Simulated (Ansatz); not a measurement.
YN:
```
CELL_PARAMETERS angstrom
      0.00000     2.44795     2.44795
      2.44795     0.00000     2.44795
      2.44795     2.44795     0.00000
ATOMIC_POSITIONS crystal
  Y  0.00000 0.00000 0.00000
  N  0.50000 0.50000 0.50000
```

r²SCAN (plane waves, PAW; program Ansatz) gives a gap of 0.58 eV without spin–orbit coupling, maximum at Γ, minimum at X.

Q: What happens when spin–orbit coupling is switched on?

A: The gap decreases by 0.02 eV, to 0.56 eV; maximum at Γ, minimum at X.

Q: How large is the spin–orbit splitting of the valence top at Γ?

A: The fourfold level lies 0.05 eV above the split-off pair.

Q: Give the electron effective mass with spin–orbit coupling.

A: 0.15, 0.15, 1.3 mₑ (principal values).

Q: Give the hole effective mass with spin–orbit coupling, band 1 of 2 at the edge.

A: 1.1 along [100], 0.61 along [110], 0.49 along [111] (mₑ).

Q: Give the hole effective mass with spin–orbit coupling, band 2 of 2 at the edge.

A: 0.24 along [100], 0.28 along [110], 0.31 along [111] (mₑ).

Space group Fm-3m (rock salt). Symmetry was held in the r²SCAN relaxation. No spin polarisation was allowed.

Potentials: the earlier of the program's two PAW sets.
